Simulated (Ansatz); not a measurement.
Start of a relaxation of SnPb3O4:

Space group P4mm (No. 99). a = 5.578 Å, b = 5.578 Å, c = 5.055 Å, α = 90.00°, β = 90.00°, γ = 90.00°
```json
{"atom": "Sn", "site": "1b", "symmetry": "4mm", "x": "0.5000", "y": "0.5000", "z": "0.2354"}
{"atom": "Pb", "site": "1a", "symmetry": "4mm", "x": "0.0000", "y": "0.0000", "z": "0.2354"}
{"atom": "Pb", "site": "2c", "symmetry": "2mm.", "x": "0.0000", "y": "0.5000", "z": "0.7646"}
{"atom": "O", "site": "4d", "symmetry": "..m", "x": "0.7500", "y": "0.7500", "z": "0.0000"}
```

All numbers below come from Ansatz, DFT PBE, scalar-relativistic, plane waves, PAW. Cutoff 420 eV, Gaussian smearing, Γ-centred meshes. Cell and atoms relax first on a coarse mesh and then on a converged one. In between, the cell is made exact in the group found at 0.06 Å. The steps can't lower the symmetry of their start. No spin polarisation.

A guess keeps its type if space group and coordination stay and the shape of the cell changes little (axis ratios within about 15 %, angles within 6°); the volume may change.

**Question.** Will the relaxed cell still be of the starting type?

**Answer.** It keeps its type. The symmetry stays P4mm (No. 99). The volume per atom grows by 11.0 %, from 19.7 to 21.8 Å³. The shortest distance goes from 2.30 Å (Pb–O and Sn–O) to 2.23 Å (Sn–O). The ratio c/a of the conventional cell changes by a factor of 1.06. Counting neighbours within 15 % of an atom's shortest distance, the start has O 4, Pb 4, Sn 4 and the end O 4, Pb 4, Sn 4.

The last run used a 6×6×6 mesh for its 8-atom cell and Gaussian smearing of 0.02 eV. No dispersion correction is applied, so the spacing and binding between layers, chains or molecules are poorly described. Spin–orbit coupling, which can matter for Pb, is left out. Symmetry constrained the relaxation, so the result can be a saddle point.
